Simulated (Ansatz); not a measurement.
C (graphite type, space group P6_3/mmc)

```xyz
4
Lattice="2.4583 0.0000 0.0000 -1.2291 2.1289 0.0000 0.0000 0.0000 6.5648" Properties=species:S:1:pos:R:3 pbc="T T T"
C      0.0000     0.0000     1.6412
C      0.0000     0.0000     4.9236
C      0.0000     1.4193     1.6412
C      1.2291     0.7096     4.9236
```

The volume is varied about the relaxed value V₀ at fixed cell shape. Symmetry pins the atoms to their sites.

Calculation: PBEsol-D3(BJ) (plane waves to 420 eV, PAW, scalar-relativistic; Ansatz, a quantum-chemistry and plane-wave program). k mesh 16×16×6 (Γ-centred), Fermi-Dirac smearing 0.05 eV. E stands for the smeared free energy. Compression counts positive. With the shape held, the modulus is that of even scaling; a crystal free to change shape is softer. C was relaxed with its symmetry unable to fall. The zero of ΔE is the relaxed starting cell. The last digit holds for this mesh only.

```tsv
V (Å³/atom)	ΔE (meV/atom)
7.730	95.9
7.902	59.4
8.074	withheld
8.246	13.9
8.417	3.3
8.589	0.0
8.761	3.1
8.933	12.2
9.105	26.6
9.276	45.8
9.448	69.4
```

**Question.** Fit a third-order Birch-Murnaghan form (E₀, V₀, B₀, B₀′ free) to the given rows and predict ΔE at V = 8.074.

**Answer.** Least squares on the 10 given rows: ΔE = E₀ + (9V₀B₀/16)·y²·[2 + (B₀′ − 4)y], y = (V₀/V)^(2/3) − 1, with V₀ = 8.590 Å³/atom, B₀ = 302.2 GPa (160.2 GPa = 1 eV/Å³; the term in eV is multiplied by 1000), B₀′ = 3.78, E₀ = 0.01 meV/atom; root-mean-square residual 0.06 meV/atom. At 8.074 the fit gives 32.3 meV/atom; the calculation gives 32.3 meV/atom, the same to the digits shown. For the pressure the fit gives 21.0 GPa against the computed 21.1 GPa.

(Under strain, the slope of the energy per volume gives the stress and its curvature an elastic modulus.)
